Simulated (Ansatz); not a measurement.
Clean, relaxed (001) surface of Au, space group P6_3/mmc (No. 194) (top face towards +c; atoms held fixed, by place in the list: 1, 2):

```xyz
4
Lattice="2.8652 0.0000 0.0000 -1.4326 2.4813 0.0000 0.0000 0.0000 24.1859" Properties=species:S:1:pos:R:3 pbc="T T T"
Au    0.0000    1.6542    8.5000
Au    1.4326    0.8271   10.8953
Au    0.0000    1.6542   13.2694
Au    1.4326    0.8271   15.6803
```

Method: Ansatz 0.2.0, DFT PBEsol, scalar-relativistic, plane waves, PAW. Settings: cutoff 420 eV, Γ-centred mesh 12×12×1 on the computed 4-atom cell, Gaussian smearing of 0.10 eV; no spin polarisation. A dipole correction removes the field between periodic images along c.

C (atom) is adsorbed on the top face, one adsorbate per 7.1 Å², and relaxed from 3 starting sites (fractions of a and b). The adsorption energy is E(slab + adsorbate) − E(slab) − E(free adsorbate, spin-polarised where open-shell). Heights count from the highest slab atom after relaxation. Δφ is the top face's. Δp counts per cell along +c. Bonded neighbours lie within 1.25 times the sum of covalent radii (1.35 for H) and, on that scale, within 12 % of the closest. With the adsorbate the cell is lengthened along c to keep the vacuum.

```tsv
start	ends at	E_ads (eV)	height (Å)	shortest contact	Δφ (eV)	Δp (e·Å)
top (Au) at (0.67, 0.33)	(0.67, 0.33), 1 bonded neighbour (Au)	-3.28	1.95	C–Au 1.95 Å	+1.48	-0.054
hollow (Au-Au-Au) at (0.00, 0.00)	(0.00, 0.00), 3 bonded neighbours (Au)	-3.84	1.29	C–Au 2.10 Å	+1.72	-0.060
bridge (Au-Au) at (0.17, 0.83)	(0.01, 0.99), 3 bonded neighbours (Au)	-3.84	1.29	C–Au 2.10 Å	+1.72	-0.061
```

Among the sites tried, the lowest end comes from the hollow (Au-Au-Au) at (0.00, 0.00) start; the bridge (Au-Au) at (0.17, 0.83) start ended within 0.02 eV of it, though not always at the same place; other sites may lie lower.

Each end is the local minimum or symmetric point that its start leads to. This isn't the usual crystal structure of Au. The slab is only 7.2 Å thick, so the energies aren't converged with thickness.

For at least one of the starts the bottom face's work function also shifts by over 0.1 eV: the slab is too thin to screen the adsorbate, so the work functions aren't converged with thickness.

The adsorbed runs have no spin polarisation, so weakly bound open-shell ends lie too high.

Cost: 4 runs of about 11 core-minutes in all, on Arm Neoverse V2 (shared hosts).